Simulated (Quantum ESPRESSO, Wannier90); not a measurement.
## Wannierisation of AlFe3C (anti-perovskite)

```
begin unit_cell_cart
ang
    3.7897800000    0.0000000000    0.0000000000
    0.0000000000    3.7897800000    0.0000000000
    0.0000000000    0.0000000000    3.7897800000
end unit_cell_cart
begin atoms_frac
Al   0.0000000000  0.0000000000  0.0000000000
Fe   0.0000000000  0.5000000000  0.5000000000
Fe   0.5000000000  0.0000000000  0.5000000000
Fe   0.5000000000  0.5000000000  0.0000000000
C    0.5000000000  0.5000000000  0.5000000000
end atoms_frac
```

Cell from Materials Project (mp-22793), symmetrised, no further relaxation. Not found in the COD (Crystallography Open Database) copy used; not checked further. Method: PBEsol plane waves in Quantum ESPRESSO 7.5 (PseudoDojo norm-conserving files, 72 Ry, spinors with spin-orbit coupling, ferromagnetic start along z), Bloch states on a 4×4×4 mesh through Γ, Wannier90 4.0.1. Density: 12×12×12 mesh, cold smearing 0.01 Ry. Only the ferromagnetic state was computed; other magnetic orders were not tried.

A tight-binding model is made by disentanglement and projection with no localisation steps (num_iter = 0), so the 70 orbitals stay atom-like: hydrogen-like Al: s;p; Fe: s;p;d; C: s;p, axes along x, y, z; frozen window up to 3.00 eV relative to the Fermi level. It follows pw.x to 8.7 meV rms for states up to 1.0 eV relative to the Fermi level. Matrix elements depend on this choice of orbitals and windows.

Question: What are the on-site energies relative to the Fermi level, and how fast do the hoppings decay?

Answer: 
```tsv
atom	orbitals	energy (eV)
Al1	s↑	2.63
Al1	s↓	2.49
Al1	pz↑ px↑ py↑	8.60
Al1	pz↓ px↓ py↓	8.47
Fe2	s↑	7.12
Fe2	s↓	7.34
Fe2	pz↑ py↑	10.65
Fe2	pz↓ py↓	10.77
Fe2	px↑	15.88
Fe2	px↓	15.98
Fe2	dz2↑	-1.86
Fe2	dz2↓ dxz↓ dxy↓	-0.78
Fe2	dxz↑ dxy↑	-1.96
Fe2	dyz↑	-2.04
Fe2	dyz↓	-0.53
Fe2	dx2-y2↑	-2.11
Fe2	dx2-y2↓	-1.18
Fe3	s↑	7.12
Fe3	s↓	7.34
Fe3	pz↑ px↑	10.65
Fe3	pz↓ px↓	10.77
Fe3	py↑	15.88
Fe3	py↓	15.98
Fe3	dz2↑	-1.86
Fe3	dz2↓ dyz↓ dxy↓	-0.78
Fe3	dxz↑	-2.04
Fe3	dxz↓	-0.53
Fe3	dyz↑ dxy↑	-1.96
Fe3	dx2-y2↑	-2.11
Fe3	dx2-y2↓	-1.18
Fe4	s↑	7.13
Fe4	s↓	7.34
Fe4	pz↑	15.87
Fe4	pz↓	15.98
Fe4	px↑ py↑	10.67
Fe4	px↓ py↓	10.77
Fe4	dz2↑	-2.24
Fe4	dz2↓	-1.38
Fe4	dxz↑ dyz↑	-1.96
Fe4	dxz↓ dyz↓	-0.78
```

```json
[
 {"distance of the centres (Å)": "1–2", "largest modulus (eV)": "4.0"},
 {"distance of the centres (Å)": "2–3", "largest modulus (eV)": "2.0"},
 {"distance of the centres (Å)": "3–4", "largest modulus (eV)": "0.93"},
 {"distance of the centres (Å)": "4–5", "largest modulus (eV)": "0.20"},
 {"distance of the centres (Å)": "5–6", "largest modulus (eV)": "0.34"},
 {"distance of the centres (Å)": "6–7", "largest modulus (eV)": "0.057"}
]
```
